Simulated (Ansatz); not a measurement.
C:
Space group Ia-3 (No. 206); a = 4.469 Å, b = 4.469 Å, c = 4.469 Å, α = 90.00°, β = 90.00°, γ = 90.00°

| atom | site | symmetry | x | y | z |
|---|---|---|---|---|---|
| C | 16c | .3. | 0.0935 | 0.0935 | 0.0935 |
(The calculation used a cell of 8 atoms; values per cell refer to that cell.)

Relaxed with r²SCAN. Plane-wave PAW r²SCAN (Ansatz code) gives a gap of 2.72 eV.

### Question
What gap does HSE06 give on the same cell (Ansatz, PAW)?

### Answer
3.66 eV, 0.93 eV more. The hybrid was solved on a coarser mesh and at special points; its gap is the smallest among all of these.

```csv
k,v1 r²SCAN,c1 r²SCAN,v1 HSE06,c1 HSE06
Γ,-2.05,5.59,?,?
H,0.00,2.72,0.00,3.66
P,-5.61,6.57,?,?
N,-2.38,4.30,?,?
```

### Question
Top valence (v1) and lowest conduction level (c1) in eV from each method's valence maximum (which need not be a listed point): supply the withheld HSE06 values.

### Answer

- N, v1 HSE06: -2.43
- N, c1 HSE06: 5.27
- P, v1 HSE06: -5.80
- P, c1 HSE06: 7.66
- Γ, v1 HSE06: -2.09
- Γ, c1 HSE06: 6.66

Cost on shared cores: the r²SCAN run (SCF on a 9×9×9 mesh, then bands and DOS) roughly 30 core-seconds, the HSE06 run (SCF on 5×5×5, then a few points) around 100 core-seconds (rough); the tasks are unlike.

The start of the workflow was typed in or built on a structure type; neither database checked (COD, Materials Project) lists it. It is not the phase usual at ambient conditions (space group No. 194, 227). The r²SCAN relaxation kept the symmetry of its start; whether a distortion lowers the energy is not shown.

Potentials: the earlier of the program's two PAW sets.
